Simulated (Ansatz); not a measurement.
**Si₃N₂, before and after**

The cell of Si₃N₂ is invented: random cell by space group and Wyckoff sites (P4mm, No. 99). Lengths were set from tabulated atomic sizes, so they are only a guess.

POSCAR.start

```
Si N
1.0
     3.08637    0.00000    0.00000
     0.00000    3.08637    0.00000
     0.00000    0.00000    6.67886
Si N
3 2
Direct
  0.50000 0.00000 0.25992
  0.00000 0.50000 0.25992
  0.50000 0.50000 0.30433
  0.50000 0.00000 0.85157
  0.00000 0.50000 0.85157
```

Method: DFT PBE, scalar-relativistic, plane waves, PAW in Ansatz 0.2.0. Cutoff 420 eV, Gaussian smearing, Γ-centred meshes. Cell and atoms relax first on a coarse mesh and then on a finer one. In between, the cell is made exact in the group found at 0.06 Å. In metals the finer mesh still leaves noise of several meV/atom or more. The steps can't lower the symmetry of their start. No spin polarisation in the relaxation; trial moments died out in a coarse test.

POSCAR.end

```
Si N
1.0
     3.59542    0.00000    0.00000
     0.00000    3.59542    0.00000
     0.00000    0.00000    4.68398
Si N
3 2
Direct
  0.50000 0.00000 0.15478
  0.00000 0.50000 0.15478
  0.50000 0.50000 0.68109
  0.50000 0.00000 0.76833
  0.00000 0.50000 0.76833
```

The symmetry stays P4mm (No. 99). The volume per atom shrinks by 4.8 %, from 12.7 to 12.1 Å³. The shortest distance goes from 1.57 Å (Si–Si) to 1.81 Å (Si–N). The ratio c/a of the conventional cell changes by a factor of 0.60. The energy falls by about 8.0 eV/atom (the start's value is from the coarse mesh). The end is written in a standard setting, so origin, axes and order of atoms can differ from the start's.

| Property | Result |
| --- | --- |
| Volume per atom | 12.1 Å³ |
| Density | 3.1 g/cm³ |
| Energy over the elements | +0.41 eV/atom |
| Gap on the 10×10×8 mesh of the 5-atom cell | 0 eV (a metal) |

The zero of energy is the elements' standard structures at the same level (N₂ as a molecule); no fitted shifts are applied. The separate elements lie lower, so it is unstable against them.

The last run used Gaussian smearing of 0.10 eV. Weakly bound directions are ill-defined at this level, which has no dispersion term. A structure relaxed within its symmetry needn't be a true minimum. In all, the 3 runs took 5.8 min on 1 thread of Intel(R) Xeon(R) Processor @ 2.50GHz (Skylake/Cascade Lake), on a shared host.
